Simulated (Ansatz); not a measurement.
**Structure search: one Nb2Si2O candidate**

Theory: DFT PBE, scalar-relativistic, plane waves, PAW in Ansatz. Cutoff 420 eV, Gaussian smearing, Γ-centred meshes. Cell and atoms relax first on a coarse mesh and then on a finer one. In between, the cell is made exact in the group found at 0.06 Å. In metals the finer mesh still leaves noise of several meV/atom or more. The steps can't lower the symmetry of their start. No spin polarisation.

Recipe of this trial structure of Nb2Si2O: random cell by space group and Wyckoff sites (Cmmm, No. 65). Its size is a rough estimate.

```
Nb Si O
1.0
     3.01023   -3.08535    0.00000
     3.01023    3.08535    0.00000
     0.00000    0.00000    3.84464
Nb Si O
2 2 1
Direct
  0.00000 0.50000 0.00000
  0.50000 0.00000 0.00000
  0.00000 0.00000 0.50000
  0.50000 0.50000 0.50000
  0.50000 0.50000 0.00000
```

Energies over the elements count from the elements' standard structures at the same level (O₂ as a molecule), with no fitted energy shifts.

Problem. What does it relax into?

Solution. The symmetry stays Cmmm (No. 65). The volume per atom shrinks by 1.4 %, from 14.3 to 14.1 Å³. The shortest distance goes from 1.92 Å (Si–O) to 1.82 Å (Si–O). Conventional cell: a = 6.111 Å, b = 6.319 Å, c = 3.648 Å. Around Nb lie 2 O at 2.20 Å and 8 Si at 2.86 Å; Si on its first site has 8 Nb at 2.86 Å and 4 Si at 3.06–3.16 Å; around Si on its second site lie 2 O at 1.82 Å, 8 Nb at 2.86 Å and 4 Si at 3.06–3.16 Å; around O lie 2 Si at 1.82 Å and 4 Nb at 2.20 Å.

```cif
data_structure
_symmetry_space_group_name_H-M 'Cmmm'
_symmetry_Int_Tables_number 65
_cell_length_a 6.1115
_cell_length_b 6.3190
_cell_length_c 3.6483
_cell_angle_alpha 90.000
_cell_angle_beta 90.000
_cell_angle_gamma 90.000
_cell_volume 140.89
loop_
_atom_site_label
_atom_site_type_symbol
_atom_site_symmetry_multiplicity
_atom_site_Wyckoff_symbol
_atom_site_fract_x
_atom_site_fract_y
_atom_site_fract_z
_atom_site_occupancy
Nb1 Nb 4 e 0.25000 0.25000 0.00000 1
Si1 Si 2 d 0.00000 0.00000 0.50000 1
Si2 Si 2 c 0.50000 0.00000 0.50000 1
O1 O 2 b 0.50000 0.00000 0.00000 1
```

Problem. Give its energy and gap.

Solution. The formation energy is −0.32 eV/atom and the gap on the 8×8×10 mesh of the 5-atom cell is 0 eV (a metal).

The last run used Gaussian smearing of 0.10 eV. The cell is a metal run without spin; a magnetic state may lie lower. Symmetry constrained the relaxation, so the result can be a saddle point. In all, the 4 runs took 110 s on 1 thread of AMD EPYC 7R43 64-Core Processor (Zen 3), on a shared host. Another cell of Nb2Si2O relaxed alike, in C2/m, lies 225 meV/atom lower, so this cell isn't the stable form at this level.
